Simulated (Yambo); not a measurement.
Yambo run on Na₃BrO (anti-perovskite, space group Pm-3m, No. 221). The wavefunctions are norm-conserving PBEsol (Quantum ESPRESSO, 88 Ry, without SOC) ones on a 4×4×4 mesh (20 occupied bands); a = b = c = 4.533 Å, α = β = γ = 90.00°.

Yambo input:

```
rim_cut
gw0
dyson
el_el_corr
HF_and_locXC
ppa
em1d
RandQpts= 1000000
RandGvec= 1 Ry
EXXRLvcs= 88 Ry
VXCRLvcs= 352 Ry
Chimod= "HARTREE"
% BndsRnXp
 4 | 136 |
%
NGsBlkXp= 6 Ry
% LongDrXp
 1.0 | 1.0 | 1.0 |
%
PPAPntXp= 27.2114 eV
% GbndRnge
 1 | 136 |
%
GTermKind= "BG"
DysSolver= "n"
ExtendOut
% QPkrange
 1 | 1 | 20 | 21 |
%
```

k points by index: 1 = Γ.

Resulting energies as the program prints them:

```
#    K-point    Band    Eo [eV]    E [eV]    E-Eo [eV]    Vxc [eV]    Vnlxc [eV]    Sc|Eo [eV]    Sc|E [eV]    dSc/dw|Eo [eV]    Re(Z)    Im(Z)
#
    1    20    0.000000    -1.087358    -1.087358    -17.84089    -23.25410    3.992930    4.325859    -8.329933    0.765622    -0.001948
    1    21    1.960075    2.615105    0.655030    -8.426413    -4.728388    -2.927618    -3.042995    -4.792227    0.850258    -0.001155
```
(The two width columns are left out.) Convergence of these settings isn't established.

Geometry of the Materials Project entry, not relaxed at this level.

The structure is a Materials Project entry; no match was found in the copy of COD used, and its stability was not checked.
